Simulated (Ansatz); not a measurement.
Relaxed SiO2 (alpha-cristobalite type, space group P4_12_12):

```xyz
12
Lattice="5.0848 0.0000 0.0000 0.0000 5.0848 0.0000 0.0000 0.0000 7.1008" Properties=species:S:1:pos:R:3 pbc="T T T"
Si     1.4936     1.4936     3.5504
Si     4.0360     1.0487     1.7752
Si     1.0487     4.0360     5.3256
Si     3.5911     3.5911     0.0000
O      1.2265     0.4742     4.7870
O      3.7689     2.0682     0.5386
O      1.3158     3.0165     4.0890
O      3.8582     4.6106     1.2366
O      4.6106     3.8582     5.8642
O      2.0682     3.7689     6.5622
O      3.0165     1.3158     3.0118
O      0.4742     1.2265     2.3138
```

A phonon eigenvector at Γ is frozen into this cell: atom i moves by Q times the vector below, so Q is the largest atomic displacement, in Å. The cell is held.

```
atom       x       y       z
----  ------  ------  ------
Si1   -0.006  -0.006   0.000
Si2    0.006  -0.006   0.000
Si3   -0.006   0.006   0.000
Si4    0.006   0.006   0.000
O5     0.163   0.812  -0.561
O6    -0.163   0.812  -0.561
O7     0.163  -0.812  -0.561
O8    -0.163  -0.812  -0.561
O9    -0.812  -0.163   0.561
O10    0.812  -0.163   0.561
O11   -0.812   0.163   0.561
O12    0.812   0.163   0.561
```

Method: PBE (plane waves to 420 eV, PAW, scalar-relativistic; Ansatz, an electronic-structure program). k mesh 5×5×4 (Γ-centred), Fermi-Dirac smearing 0.05 eV. Energies are smeared free energies. SiO2 was relaxed with its symmetry unable to fall. The zero of ΔE is the undisplaced structure.

```
Q (Å)   ΔE (meV/cell)
------  -------------
-0.180           9825
-0.150           6711
-0.120       withheld
-0.090           2358
-0.060           1040
-0.030            259
0.000               0
0.030             259
0.060            1040
0.090            2358
0.120        withheld
0.150            6711
0.180            9825
```

Task: Fit an even polynomial form (powers 2, 4) to the given rows and predict ΔE at Q = 0.120.

Result: Least squares on the 11 given rows: ΔE = (287000)·Q² + (500300)·Q⁴, in meV/cell with Q in Å; root-mean-square residual 0.5 meV/cell. At 0.120 the fit gives 4237 meV/cell; the calculation gives 4237 meV/cell, the same to the digits shown. The quadratic term alone would give 4133 meV/cell.

(For displaced atoms, the force is minus the slope of the energy, and its curvature is a force constant, which sets phonon frequencies.)
